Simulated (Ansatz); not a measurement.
SiO2, one structure, two calculations

Cell: an entry of the Crystallography Open Database (COD), ions relaxed with PBE at fixed cell.

```
Si O
1.0
     4.97270    0.00000    0.00000
     0.00000    4.97270    0.00000
     0.00000    0.00000    6.92570
Si O
4 8
Direct
  0.30549 0.30549 0.00000
  0.19451 0.80549 0.25000
  0.69451 0.69451 0.50000
  0.80549 0.19451 0.75000
  0.23645 0.11665 0.18516
  0.38335 0.73645 0.43516
  0.76355 0.88335 0.68516
  0.61665 0.26355 0.93516
  0.73645 0.38335 0.56484
  0.88335 0.76355 0.31484
  0.26355 0.61665 0.06484
  0.11665 0.23645 0.81484
```

Atom numbers follow the list; atoms alike are taken as one site, whose name carries the number of the first.

First run. All values are calculated (Ansatz; DFT, PBE, plane waves and PAW, scalar-relativistic, 420 eV cutoff, Γ-centred 6×6×5 k-points, Fermi–Dirac smearing 0.02 eV), not measured.

| site | atom | V_zz (10²¹ V/m²) | η |
| --- | --- | --- | --- |
| Si | 1 | -0.40 | 0.90 |
| O | 5 | 9.45 | 0.19 |

Second run. The same atoms and settings, except that the functional is LDA.

(1) What does the second run give?

## Answers

(1) 

```csv
site,atom,V_zz,η,change of V_zz
Si,1,-0.39,0.88,+0.01
O,5,9.21,0.19,-0.24
```

The largest change of V_zz is on O, from 9.45 to 9.21. In per cent, |V_zz| changes by -3 on O (all sites that start above 0.5).

For the second run: At this cell the LDA pressure is -5 GPa, so with LDA the cell would shrink if it were relaxed. The largest force is 0.4 eV/Å, so the atoms aren't at the calculated equilibrium and relaxing them would move these values.
